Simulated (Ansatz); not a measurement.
input.yaml (Ansatz)

```yaml
crystal:
  lattice:
    - [-1.5292044175, 1.5292044175, 1.5292044175]
    - [1.5292044175, -1.5292044175, 1.5292044175]
    - [1.5292044175, 1.5292044175, -1.5292044175]
  atoms:
    - { symbol: Rh, position: [0.0, 0.0, 0.0], spin: 0.873 }
hamiltonian:
  xc: r2scan
  pseudopotentials:
    kind: paw
    azcp:
      Rh: "pseudopotentials/Rh.paw.azcp"
basis:
  ecutwfc: 500
  fft_grid_basis: typed
kpoints:
  mp_grid: { grid: [24, 24, 24], shift: [0, 0, 0] }
magnetization:
  spin_polarized: true
scf:
  occupations: { method: fermi_dirac, width: 0.05 }
output:
  stress: true
  write_density: true
  write_potential: true
  elf: true
  volumetric_format: npy
```

Terminal output

```
Engine: ansatz 0.2.0, x86_64-unknown-linux-gnu
Pseudopotentials: kind: paw
Pseudopotential: Rh, paw, valence charge 17, recommended cutoff 500 eV (meta_gga) 
Functional definition: r2SCAN
  parameter k0 = 0.174
  parameter k1 = 0.065
  parameter a1 = 4.9479
  exchange = r2scan_x(k0 = k0, k1 = k1, a1 = a1)
  correlation = r2scan_c
Crystal: 1 atoms, lattice volume = 14.304 Å³
Basis set: ecut = 500 eV, 369 PW (Γ), exchange–correlation on 80×80×80 points (64 copies of the dense FFT grid, shifted against one another)
Bands: 13, of which v1, the nominal top of the filled ones, is band 9 counted from 1 (8 counted from 0)
Symmetry: 48 space group operations
Space group: Im-3m (ITA 229), of the structure as read, at distance tolerance 2.4e-5 Å
Magnetic group: BNS 229.140 (UNI 1642), of the structure as read, at distance tolerance 2.4e-5 Å
k-points: 413 of 13824
Non-local potential: Rh, projectors of the file, l = 0: 3, l = 1: 2, l = 2: 2, l = 3: 1
PAW form: soft (Blöchl's): semilocal exchange-correlation on the pseudo side does not see the compensation charge
PAW frozen core: Rh, regenerated for the run's functional (the file was generated under x = pbe(κ = 0.804, μ = 0.2195149727645171), c = pbe(β = 0.06672455060314922))
PAW one-centre angular grid: Rh, 590 points (default); XC on 160 Gauss nodes
Initial density: superposition of atomic densities (chi_scale 0.1, normalization cell)
Starting moments: Σ|m| = 0.873 μB on 1 of 1 site
Initial wavefunctions: pseudopotential atomic-orbital guess
Functional: x = r2scan, c = r2scan; τ floored in thin density (d = 2e-4 eV/Å³)
SCF iter   1: F=—  HF=-6415.389717 eV  |F-HF|=—  |Δ(HF+E_count)|=         —  Δρ=4.85e-2 (↑4.63e-2 ↓4.85e-2)  dr2=1.11e0  dr2_τ=8.38e-3  dr2_m=3.06e-2  M=0.748 μB ∫|m|=0.752 μB  β_m=1.00  ethr=3.10e-3  ⟨swp⟩=5.4  Hψ=59655  notcnv=0
Mixer restart at iter 1: flushing history
SCF iter   2: F=—  HF=-6414.935232 eV  |F-HF|=—  |Δ(HF+E_count)|=   4.54e-1  Δρ=1.55e-2 (↑1.29e-2 ↓1.55e-2)  dr2=8.39e-2  dr2_τ=5.40e-3  dr2_m=3.66e-3  M=0.743 μB ∫|m|=0.770 μB  β_m=1.00  ethr=3.10e-3  ⟨swp⟩=2.8  Hψ=26106  notcnv=0  defer=47  κ⁻¹=1.0e0(r=1)
SCF iter   3: F=—  HF=-6414.942565 eV  |F-HF|=—  |Δ(HF+E_count)|=         —  Δρ=7.25e-3 (↑6.21e-3 ↓7.25e-3)  dr2=1.03e-2  dr2_τ=4.18e-4  dr2_m=1.01e-3  M=0.778 μB ∫|m|=0.816 μB  β_m=1.00  ethr=4.94e-4  ⟨swp⟩=2.6  Hψ=19564  notcnv=0  defer=47
Mixer restart at iter 3: flushing history
SCF iter   4: F=—  HF=-6414.944992 eV  |F-HF|=—  |Δ(HF+E_count)|=   2.43e-3  Δρ=5.12e-3 (↑4.51e-3 ↓5.12e-3)  dr2=4.47e-3  dr2_τ=2.72e-4  dr2_m=5.76e-4  M=0.806 μB ∫|m|=0.846 μB  β_m=1.00  ethr=6.07e-5  ⟨swp⟩=1.4  Hψ=11271  notcnv=0  defer=47  κ⁻¹=1.0e0(r=1)
SCF iter   5: F=—  HF=-6414.948975 eV  |F-HF|=—  |Δ(HF+E_count)|=   3.98e-3  Δρ=2.04e-3 (↑2.04e-3 ↓1.78e-3)  dr2=4.62e-4  dr2_τ=2.36e-5  dr2_m=9.05e-5  M=0.856 μB ∫|m|=0.903 μB  β_m=1.00  ethr=2.63e-5  ⟨swp⟩=2.3  Hψ=18790  notcnv=0  defer=47  κ⁻¹=4.3e-2(r=2)
SCF iter   6: F=—  HF=-6414.949425 eV  |F-HF|=—  |Δ(HF+E_count)|=   4.50e-4  Δρ=1.01e-3 (↑1.01e-3 ↓8.20e-4)  dr2=7.48e-5  dr2_τ=2.68e-6  dr2_m=1.76e-6  M=0.872 μB ∫|m|=0.922 μB  β_m=1.00  ethr=2.72e-6  ⟨swp⟩=2.0  Hψ=18023  notcnv=0  defer=47  κ⁻¹=1.1e-2(r=3)
SCF iter   7: F=—  HF=-6414.949530 eV  |F-HF|=—  |Δ(HF+E_count)|=   1.05e-4  Δρ=4.84e-4 (↑4.64e-4 ↓4.84e-4)  dr2=1.91e-5  dr2_τ=1.24e-6  dr2_m=7.48e-6  M=0.869 μB ∫|m|=0.919 μB  β_m=1.00  ethr=4.40e-7  ⟨swp⟩=2.0  Hψ=17697  notcnv=0  defer=47  κ⁻¹=1.2e-3(r=4)
SCF iter   8: F=—  HF=-6414.949645 eV  |F-HF|=—  |Δ(HF+E_count)|=   1.15e-4  Δρ=1.64e-4 (↑1.51e-4 ↓1.64e-4)  dr2=8.61e-7  dr2_τ=3.59e-7  dr2_m=2.65e-6  M=0.861 μB ∫|m|=0.911 μB  β_m=1.00  ethr=1.13e-7  ⟨swp⟩=2.0  Hψ=17815  notcnv=0  defer=47  κ⁻¹=2.3e-4(r=5)
SCF iter   9: F=—  HF=-6414.949649 eV  |F-HF|=—  |Δ(HF+E_count)|=   4.50e-6  Δρ=4.81e-5 (↑4.81e-5 ↓4.30e-5)  dr2=3.84e-7  dr2_τ=1.29e-8  dr2_m=5.40e-8  M=0.859 μB ∫|m|=0.909 μB  β_m=1.00  ethr=5.06e-9  ⟨swp⟩=2.0  Hψ=17814  notcnv=0  defer=47  κ⁻¹=1.1e-4(r=6)
SCF iter  10: F=—  HF=-6414.949649 eV  |F-HF|=—  |Δ(HF+E_count)|=   5.96e-7  Δρ=2.45e-5 (↑2.02e-5 ↓2.45e-5)  dr2=2.96e-8  dr2_τ=8.03e-9  dr2_m=4.09e-8  M=0.860 μB ∫|m|=0.909 μB  β_m=1.00  ethr=2.26e-9  ⟨swp⟩=2.0  Hψ=17814  notcnv=0  defer=47  κ⁻¹=2.9e-6(r=7)
SCF iter  11: F=—  HF=-6414.949649 eV  |F-HF|=—  |Δ(HF+E_count)|=   4.85e-7  Δρ=1.93e-5 (↑1.12e-5 ↓1.93e-5)  dr2=2.79e-8  dr2_τ=3.52e-9  dr2_m=1.91e-8  M=0.861 μB ∫|m|=0.910 μB  β_m=1.00  ethr=1.74e-10  ⟨swp⟩=2.0  Hψ=17823  notcnv=0  defer=47  κ⁻¹=6.5e-7(r=8)
SCF iter  12: F=—  HF=-6414.949650 eV  |F-HF|=—  |Δ(HF+E_count)|=   5.74e-7  Δρ=1.14e-5 (↑5.19e-6 ↓1.14e-5)  dr2=6.25e-9  dr2_τ=6.60e-10  dr2_m=6.84e-9  M=0.861 μB ∫|m|=0.911 μB  β_m=1.00  ethr=1.64e-10  ⟨swp⟩=2.0  Hψ=18086  notcnv=0  defer=47  κ⁻¹=1.4e-7(r=8)
SCF iter  13: F=—  HF=-6414.949650 eV  |F-HF|=—  |Δ(HF+E_count)|=   9.14e-8  Δρ=5.06e-6 (↑3.48e-6 ↓5.06e-6)  dr2=1.80e-9  dr2_τ=1.73e-10  dr2_m=1.29e-9  M=0.861 μB ∫|m|=0.911 μB  β_m=1.00  ethr=3.68e-11  ⟨swp⟩=2.0  Hψ=17927  notcnv=0  defer=47  κ⁻¹=8.8e-8(r=8)
SCF iter  14: F=-6414.949650 eV  HF=-6414.949650 eV  |F-HF|=4.82e-10  |Δ(HF+E_count)|=   4.50e-8  Δρ=1.23e-6 (↑1.18e-6 ↓1.23e-6)  dr2=3.59e-11  dr2_τ=1.34e-11  dr2_m=1.42e-10  M=0.862 μB ∫|m|=0.911 μB  ethr=1.06e-11  ⟨swp⟩=5.2  Hψ=57004  notcnv=0
SCF 1 converged in 14 iterations: F = -6414.949650 eV  dr2 = 3.59e-11
the search or the solves at the SCF's close seem to have found levels that the self-consistency loop had missed (the run counts 4). By its estimate they hold under 1e-12 electrons; where the run keeps them, the occupations were computed again with them
this state was not tested for a lower state beside it, because the mixer in use, unlike msr1, does not test its closes by its own steps (another_mixer; see scf.mixing.algorithm and scf.lower_state_search)
SCF converged after 14 iterations
Magnetization: 0.8617 μB (8.9309 up, 8.0691 down)
Absolute magnetization: 0.9112 μB (∫|ρ↑−ρ↓|, with the PAW one-centre terms)
Spin contamination: 0.0094 ħ² per cell (⟨S²⟩ above its minimum at these occupations)
Per-site moments (μB) at R_I (Å): [(0.8728564788340377, 1.0925721453358674)]
Free energy (F): -6414.949650 eV
Harris-Foulkes:  -6414.949650 eV  (|F-HF|=4.82e-10)
Internal energy: -6414.937875 eV  (E = F + TS)
E sigma→0 (E₀):  -6414.943762 eV
Entropy (-TS):   -0.011775 eV (-11.775 meV/atom)
Fermi energy:    21.136213 eV
--- Per-component energies (eV) ---
  E_band       = -117.128239
  E_kinetic    = 572.722321
  E_local      = -1615.099827  (includes V_loc(G=0)·N_el)
  E_nonlocal   = 356.679114
  E_hartree    = 568.172580
  E_xc         = -216.320380
  E_vxc        = -313.424663  (∫ρ·V_xc dr)
  E_paw        = -3604.817093  (= ΣΔE_a)
  E_vpaw       = -275.586190  (= ΣTr[D̂ρ^β])
  E_aug_tail   = 0.000633  (compensation charges beyond the density's cutoff)
  E_vtau       = 21.235140  (kinetic-family band-sum trace: ∫τ·v_τ [+ j·A + Jᵃ·Aᵃ] dr)
  E_ewald      = -2475.905263
  E_core_change = -0.369959  (= ΣΔE_core)
  E_smearing   = -0.011775  (= −TS)
  E_closure    = 0.000000  (closes the sum)
  Σ components = -6414.949650   (vs F -6414.949650, Δ=0.00e0)
--- Stress (GPa, compression-positive) ---
       -0.375945       0.000000      -0.000000
       -0.000000      -0.375945       0.000000
        0.000000      -0.000000      -0.375945
  P = ⅓ Tr σ = -0.3759 GPa (-3.759 kbar)
--- Band table (eV; the first three rows and the last of 826) ---
  k-point 0 ↑: bands = ["-60.2444", "-26.9672", "-26.9672", "-26.9672", "13.2536", "17.7150", "17.7150", "17.7150", "19.8033", "19.8033", "39.9534", "39.9534", "39.9534"]
  k-point 1 ↑: bands = ["-60.2425", "-26.9791", "-26.9711", "-26.9671", "13.3283", "17.6862", "17.7157", "17.7731", "19.7677", "19.8054", "39.9817", "39.9830", "40.0558"]
  k-point 2 ↑: bands = ["-60.2370", "-27.0139", "-26.9827", "-26.9671", "13.5470", "17.6027", "17.7153", "17.9454", "19.6747", "19.8123", "40.0247", "40.0458", "40.3582"]
  k-point 412 ↓: bands = ["-59.1294", "-26.4962", "-26.4962", "-26.4962", "15.4913", "15.4913", "22.3734", "22.3734", "22.3734", "30.9095", "30.9095", "30.9095", "40.5986"]
```
